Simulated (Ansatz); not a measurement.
This run works on a generated trial structure, not on a known crystal.

Input and command of a plane-wave DFT calculation in Ansatz:

```yaml
crystal:
  lattice:
    - [0.0, 3.1616969676, 3.1616969676]
    - [3.1616969676, 0.0, 3.1616969676]
    - [3.1616969676, 3.1616969676, 0.0]
  atoms:
    - { symbol: Be, position: [0.75, 0.75, 0.75] }
    - { symbol: Cd, position: [0.5, 0.5, 0.5] }
    - { symbol: Cd, position: [0.25, 0.25, 0.25] }
basis:
  ecutwfc: 420
kpoints:
  mp_grid: { grid: [12, 12, 12] }
hamiltonian:
  xc: pbe
scf:
  occupations: { method: gaussian, width: 0.1 }
output:
  forces: true
  stress: true
  eigenvalues: true
relax:
  adjacent_minimum: "off"
  f_tol: 0.01
  max_steps: 80
  cell: { stress_tol: 0.05 }
```

```bash
ansatz run input.yaml --threads 1 --pin off --max-ram 2560MiB --backend cpu --events-out ev --progress --plain --runs-dir out
```

Processor: Arm Neoverse N1, 1 thread, on a host shared with other jobs.

Question: How long does it run, and how much memory does it take?

Answer: About 79 s, peak memory 0.41 GiB. It solves 26 bands at 72 k points (after reduction by symmetry) with about 1243 plane waves (on the last cell), in 21 SCF iterations over 4 ionic steps.
